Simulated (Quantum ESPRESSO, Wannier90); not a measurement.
**Tight-binding from DFT: TiS (P-6m2)**

```xyz
2
Lattice="3.2672 0.0000 0.0000 -1.6336 2.8295 0.0000 0.0000 0.0000 3.2171" Properties=species:S:1:pos:R:3 pbc="T T T"
Ti    -1.6336     0.9432     0.0000
S      0.0000     0.0000     1.6085
```

Structure: Materials Project mp-1018028, symmetrised, not relaxed again. Not found in the COD (Crystallography Open Database) copy used, which has the formula in other groups; not checked further. Method: PBEsol plane waves in Quantum ESPRESSO 7.5 (PseudoDojo norm-conserving files, 68 Ry, no spin polarisation, no spin-orbit coupling), Bloch states on a 12×12×10 mesh through Γ, Wannier90 4.0.1. Density: 12×12×10 mesh, cold smearing 0.01 Ry. A non-magnetic state is assumed, with no Hubbard U on the 3d ions.

A tight-binding model is made by disentanglement and projection with no localisation steps (num_iter = 0), so the 8 orbitals stay atom-like: hydrogen-like Ti: d; S: p, axes along x, y, z; frozen window up to 1.50 eV relative to the Fermi level. It follows pw.x to 1.0 meV rms for states up to 1.0 eV relative to the Fermi level. Matrix elements depend on this choice of orbitals and windows.

### Question
What are the on-site energies relative to the Fermi level, and how fast do the hoppings decay?

### Answer
```csv
atom,orbitals,energy (eV)
Ti1,dz2,0.32
Ti1,dxz dyz,1.01
Ti1,dx2-y2 dxy,0.52
S2,pz,-3.61
S2,px py,-3.22
```

```tsv
distance of the centres (Å)	largest modulus (eV)
2–3	1.2
3–4	1.1
4–5	0.16
5–6	0.056
6–7	0.045
7–8	0.016
8–9	0.0077
9–10	0.0089
10–11	0.0030
11–12	0.0023
12–13	0.0012
```
